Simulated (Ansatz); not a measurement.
# ScBPt3: what symmetry allows forces and stress to be

```xyz
5
Lattice="4.2622 0.0000 0.0000 0.0000 4.2622 0.0000 0.0000 0.0000 4.2622" Properties=species:S:1:pos:R:3 pbc="T T T"
Sc    0.0000    0.0000    0.0000
B     2.1311    2.1311    2.1311
Pt    0.0000    2.1311    2.1311
Pt    2.1311    2.1311    0.0000
Pt    2.1311    0.0000    2.5061
```

All numbers below come from DFT PBE, scalar-relativistic, plane waves, PAW (Ansatz 0.2.0).

Cutoff 420 eV; k points 8×8×8 on the computed 5-atom cell (Γ-centred); Gaussian smearing, width 0.10 eV; no spin polarisation.

This distorted cell has space group Pmm2, with 4 operations.

Question: Without a calculation: in which directions can each atom feel a force?

Answer: A force must be left unchanged by every operation that keeps its atom in place, so it lies in the space that those operations leave fixed. Atoms that the group maps onto each other feel forces of one size.
| atom | site symmetry | operations at the site | equivalent to atom | allowed force (Cartesian) |
| --- | --- | --- | --- | --- |
| Sc1 | mm2 | 4 | 1 | along (0.00, 0.00, 1.00) |
| B2 | mm2 | 4 | 2 | along (0.00, 0.00, 1.00) |
| Pt3 | mm2 | 4 | 3 | along (0.00, 0.00, 1.00) |
| Pt4 | mm2 | 4 | 4 | along (0.00, 0.00, 1.00) |
| Pt5 | mm2 | 4 | 5 | along (0.00, 0.00, 1.00) |

That leaves 5 independent force components of 15, tied by 1 condition that the forces sum to zero, so 4 remain. A relaxation in this cell that keeps the symmetry moves the atoms in these directions alone.

Question: And the stress tensor?

Answer: It must be invariant under the point group, which leaves 3 independent components: yz, xz, xy vanish.

Question: Do the computed values obey this?

Answer: Yes. Forces (eV/Å):
```
Sc1  0.000  0.000  0.528
B2   0.000  0.000 -0.531
Pt3  0.000  0.000 -0.249
Pt4  0.000  0.000  0.887
Pt5  0.000  0.000 -0.635
```

Stress (GPa, compression positive, xx yy zz yz xz xy): -0.94 0.41 3.33 0.00 0.00 0.00. The program imposes the same operations on density, forces and stress, so this confirms the analysis and is no independent test of the calculation.

Spin–orbit coupling is left out, which can shift energies with elements as heavy as these.